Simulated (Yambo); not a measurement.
MgO (rock salt, space group Fm-3m, No. 225): the exchange self-energy on PBEsol orbitals (Yambo, 6×6×6 mesh) holds the Coulomb divergence, which is integrated with random points (RandQpts).

```json
[
 {"random points": "1,000", "exchange-only gap Γ → Γ (eV)": "14.89", "shift of the valence edge (eV)": "-5.60", "gap against the reference (meV)": "41"},
 {"random points": "10,000", "exchange-only gap Γ → Γ (eV)": "14.65", "shift of the valence edge (eV)": "-5.27", "gap against the reference (meV)": "-201"},
 {"random points": "100,000", "exchange-only gap Γ → Γ (eV)": "14.85", "shift of the valence edge (eV)": "-5.54", "gap against the reference (meV)": "2"},
 {"random points": "1,000,000", "exchange-only gap Γ → Γ (eV)": "14.85", "shift of the valence edge (eV)": "-5.54", "gap against the reference (meV)": "2"},
 {"random points": "5,000,000", "exchange-only gap Γ → Γ (eV)": "14.85", "shift of the valence edge (eV)": "-5.54", "gap against the reference (meV)": "reference"}
]
```

From 100,000 points on, the gap stays within 20 meV of the run with most points. The error is statistical; each row is a single draw, so the rows fix no rate of convergence.

Geometry relaxed with PBEsol; primitive cell a = b = c = 2.9789 Å, α = β = γ = 60.00°.

A shift is the quasiparticle energy of the state minus its PBEsol energy.
